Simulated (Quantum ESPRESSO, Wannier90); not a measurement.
Tight-binding from DFT: AlGaP$_{2}$ (P-4m2)

```xyz
4
Lattice="3.8655 0.0000 0.0000 0.0000 3.8655 0.0000 0.0000 0.0000 5.4556" Properties=species:S:1:pos:R:3 pbc="T T T"
Al     1.9327     1.9327     2.7278
Ga     0.0000     0.0000     0.0000
P      0.0000     1.9327     1.3660
P      1.9327     0.0000    -1.3660
```

Cell from Materials Project (mp-1228888), symmetrised, no further relaxation. Not found in the COD (Crystallography Open Database) copy used; not checked further. Computed values, not measurements, from PBEsol: Quantum ESPRESSO (norm-conserving PseudoDojo potentials, cutoff 64 Ry, no spin polarisation, no spin-orbit coupling) on a Γ-centred 8×8×6 mesh, then Wannier90. Density: 8×8×6 mesh, cold smearing 0.01 Ry.

Bands 6-13 form an isolated set from -12.00 to 0.00 eV relative to the valence-band maximum (on the path) and are turned into 8 Wannier functions by minimising the spread from the start: SCDM (isolated).

Question: Where do the functions sit, how wide are they and what are they made of?

Answer: 
```json
[
 {"functions": "4", "spread (Å²)": "1.88", "nearest atom, distance (Å)": "P 0.81", "second atom, distance (Å)": "Al 1.55", "weight on atomic waves": "P 3p 49 %, Al 3p 20 %, P 3s 17 %"},
 {"functions": "4", "spread (Å²)": "2.06", "nearest atom, distance (Å)": "P 0.92", "second atom, distance (Å)": "Ga 1.45", "weight on atomic waves": "P 3p 46 %, Ga 4p 22 %, P 3s 16 %"}
]
```

Ω_I = 14.56 Å², Ω_total = 15.76 Å²; the interpolated bands follow pw.x to 3.6 meV rms on the path. It is the lowest total spread that any start reached here.
